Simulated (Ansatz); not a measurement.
InAs:
```cif
data_As2In2
_chemical_formula_sum 'In2 As2'
_space_group_name_H-M_alt 'P63mc'
_space_group_IT_number 186
_space_group_name_Hall 'P 6c -2c'
_cell_length_a 4.25013
_cell_length_b 4.25013
_cell_length_c 6.98881
_cell_angle_alpha 90.000
_cell_angle_beta 90.000
_cell_angle_gamma 120.000
loop_
_atom_site_label
_atom_site_type_symbol
_atom_site_symmetry_multiplicity
_atom_site_Wyckoff_symbol
_atom_site_fract_x
_atom_site_fract_y
_atom_site_fract_z
_atom_site_occupancy
In1 In 2 b 0.33333 0.66667 0.00063 1
As1 As 2 b 0.33333 0.66667 0.37487 1
```

Relaxed at zero pressure with LDA (plane waves, PAW; program Ansatz).

Q: The volume is lowered by 6 % and shape and atoms relax at that volume. What pressure results, and how do the axes share the change?

A: 4.3 GPa; a -2.1 %, b -2.1 %, c -1.9 %; the energy rises by 21 meV/atom.

Q: Give the new structure.

A: 
Space group P6₃mc (No. 186); a = b = 4.1608 Å, c = 6.8547 Å, α = β = 90.00°, γ = 120.00°

```csv
atom,site,symmetry,x,y,z
In,2b,3m.,0.3333,0.6667,0.0010
As,2b,3m.,0.3333,0.6667,0.3745
```

The phase is kept; no other phase was compared at this pressure.

Space group P6_3mc (wurtzite). The first step of the workflow began from a Materials Project structure, measured or hypothetical; the Crystallography Open Database copy checked does not list it. It is not the phase usual at ambient conditions (space group No. 216). The cell was relaxed with LDA under the symmetry of its start; whether a distortion lowers the energy is not shown.

Potentials: the later of the program's two PAW sets.
